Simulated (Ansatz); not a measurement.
AlMo₂N:
```cif
data_Al2Mo4N2
_chemical_formula_sum 'Al2 Mo4 N2'
_space_group_name_H-M_alt 'P 1'
_space_group_IT_number 1
_cell_length_a 2.85317
_cell_length_b 2.85317
_cell_length_c 14.61733
_cell_angle_alpha 90.000
_cell_angle_beta 90.000
_cell_angle_gamma 120.000
loop_
_space_group_symop_operation_xyz
  'x, y, z'
loop_
_atom_site_label
_atom_site_type_symbol
_atom_site_fract_x
_atom_site_fract_y
_atom_site_fract_z
_atom_site_occupancy
Al1 Al 0.33333 0.66667 0.75000 1
Al2 Al 0.66667 0.33333 0.25000 1
Mo1 Mo 0.33333 0.66667 0.09569 1
Mo2 Mo 0.66667 0.33333 0.59569 1
Mo3 Mo 0.66667 0.33333 0.90431 1
Mo4 Mo 0.33333 0.66667 0.40431 1
N1 N 0.00000 0.00000 0.00000 1
N2 N 0.00000 0.00000 0.50000 1
```

Relaxed with PBE in the plane-wave PAW code Ansatz. Indices refer to the conventional cell of P6_3/mmc, a = b = 2.8532 Å, c = 14.6173 Å, α = β = 90.00°, γ = 120.00°.

Question: Simulate the powder diffraction pattern (Cu Kα, λ = 1.54184 Å; lines above 1 %) up to 2θ = 90°.

Answer: Simulated powder pattern, Cu Kα, λ = 1.54184 Å (kinematic, ideal powder, no thermal factors, no anomalous dispersion; the 30 strongest lines at most, above 1 %, up to 2θ = 90°):

| 2θ (°) | d (Å) | I/Imax (%) | hkl |
|---|---|---|---|
| 12.11 | 7.309 | 32 | (0002) |
| 24.36 | 3.654 | 20 | (0004) |
| 36.36 | 2.471 | 19 | (1 0 -1 0) |
| 36.89 | 2.436 | 43 | (0006)+(1 0 -1 1) |
| 40.95 | 2.204 | 100 | (1 0 -1 3) |
| 44.25 | 2.047 | 11 | (1 0 -1 4) |
| 52.77 | 1.735 | 17 | (1 0 -1 6) |
| 57.81 | 1.595 | 15 | (1 0 -1 7) |
| 63.66 | 1.462 | 3.6 | (0 0 0 10) |
| 65.42 | 1.427 | 18 | (1 1 -2 0) |
| 66.82 | 1.400 | 1.8 | (1 1 -2 2) |
| 69.22 | 1.357 | 13 | (1 0 -1 9) |
| 70.92 | 1.329 | 6.2 | (1 1 -2 4) |
| 75.58 | 1.258 | 2.3 | (1 0 -1 10) |
| 77.22 | 1.235 | 2.2 | (2 0 -2 0) |
| 77.54 | 1.231 | 18 | (1 1 -2 6)+(2 0 -2 1) |
| 78.53 | 1.218 | 1.6 | (0 0 0 12)+(2 0 -2 2) |
| 80.14 | 1.198 | 14 | (2 0 -2 3) |
| 82.40 | 1.170 | 3.9 | (1 0 -1 11)+(2 0 -2 4) |
| 88.80 | 1.102 | 3.7 | (2 0 -2 6) |
| 89.76 | 1.093 | 1.2 | (1 0 -1 12) |

The start of the workflow was typed in or built on a structure type; neither database checked (COD, Materials Project) lists it. Whether it is the stable phase at ambient conditions was not checked. The cell was relaxed with PBE under the symmetry of its start; whether a distortion lowers the energy is not shown. The workflow began spin-polarised and lost its moments. The volume moved by 16 % from the start of the relaxation.

Potentials: the earlier of the program's two PAW sets.
